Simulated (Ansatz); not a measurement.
## Data sheet: MoSe (DFT)

MoSe:
```
MoSe
1.0
    9.01676     0.00000     0.00000
   -4.50838     7.80875     0.00000
    0.00000     0.00000     4.41666
Mo Se
6 6
Cartesian
  1.56396   0.00000   1.10417
 -0.78198   1.35443   1.10417
  3.72640   6.45432   1.10417
  0.78198   1.35443   3.31250
  7.45281   0.00000   3.31250
 -3.72640   6.45432   3.31250
  1.50561   2.60779   1.10417
  6.00555   0.00000   1.10417
 -3.00278   5.20096   1.10417
 -1.50561   2.60779   3.31250
  3.00278   5.20096   3.31250
  3.01121   0.00000   3.31250
```

Space group P6_3/mcm (No. 193); conventional cell a = b = 9.017 Å, c = 4.417 Å, α = β = 90.00°, γ = 120.00°.

Method: r²SCAN+D4 (plane waves, PAW; program Ansatz). Structure relaxed to zero pressure with the same functional. Other levels are named where they apply.

### Cell and energy

```json
{
 "volume_per_atom": "25.91 Å³",
 "density": "5.60 g/cm³",
 "Formation energy from the elements (no fitted shifts)": "-0.45 eV/atom"
}
```

### Electronic structure

```json
{
 "electronic_character": "metallic (no gap)",
 "Density of states at the Fermi level": "0.52 states/eV per atom (mean over ±0.08 eV)",
 "Gap with spin–orbit coupling": "none (metallic)"
}
```

### Magnetism

```json
{
 "magnetic_order": "non-magnetic (starting moments vanished)"
}
```

### Mechanics

```json
{
 "Bulk modulus (Birch–Murnaghan fit)": "13.7 GPa",
 "Pressure derivative B′": "11.8"
}
```

### Charges

```json
{
  "bader_charges": "Mo +0.71, Se -0.71 e"
}
```

The start of the workflow was typed in or built on a structure type; neither database checked (COD, Materials Project) lists it. Its standing as an ambient phase is unchecked. Symmetry was held in the r²SCAN+D4 relaxation; its stability against distortions is not shown here. The workflow began spin-polarised and lost its moments. The references are the lowest solids computed at this level, not always the standard phases. Scalar-relativistic: spin–orbit coupling is off unless named, which matters more the heavier the elements.

Potentials: the later of the program's two PAW sets.
